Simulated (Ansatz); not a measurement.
LiHS:
```xyz
6
Lattice="0.0000 2.7864 -2.7707 0.0000 2.7864 2.7707 6.1086 0.0000 0.0000" Properties=species:S:1:pos:R:3 pbc="T T T"
Li     3.0543     2.7864     0.0011
Li     0.0000     2.7864     0.0011
S      4.5815     4.2534     1.3009
S      1.5272     1.3194     1.3009
H      1.5272     0.3758     0.3438
H      4.5815     5.1971     0.3438
```

Cartesian axes are those of the cell as given.

Give the high-frequency dielectric tensor and the Born effective charge tensors of the independent atoms from DFPT, r²SCAN in the plane-wave PAW code Ansatz.


ε∞:
```
2.97  0.00  0.00
0.00  2.98  0.00
0.00  0.00  2.98
```
Z* of atom 1 (Li), rows: field, columns: displacement, in e:
```
1.00  0.04  0.00
0.02  0.96  0.00
0.00  0.00  0.96
```
Z* of atom 3 (S), rows: field, columns: displacement, in e:
```
-1.10   0.00   0.00
 0.00  -1.09  -0.28
 0.00  -0.28  -1.08
```
Z* of atom 5 (H), rows: field, columns: displacement, in e:
```
0.10  0.00  0.00
0.00  0.12  0.03
0.00  0.03  0.12
```

Static charges for comparison (Bader): Li1 +0.89, S3 -0.85, H5 -0.04 e. Born charges measure polarisation by displacement and can exceed these by far.

Space group Ama2. The workflow started from an entry of the Crystallography Open Database (COD), which files this formula under 3 space groups. Whether it is the stable phase at ambient conditions was not checked. The r²SCAN relaxation kept the symmetry of its start. At this level the phase is mechanically unstable.

Potentials: the later of the program's two PAW sets.
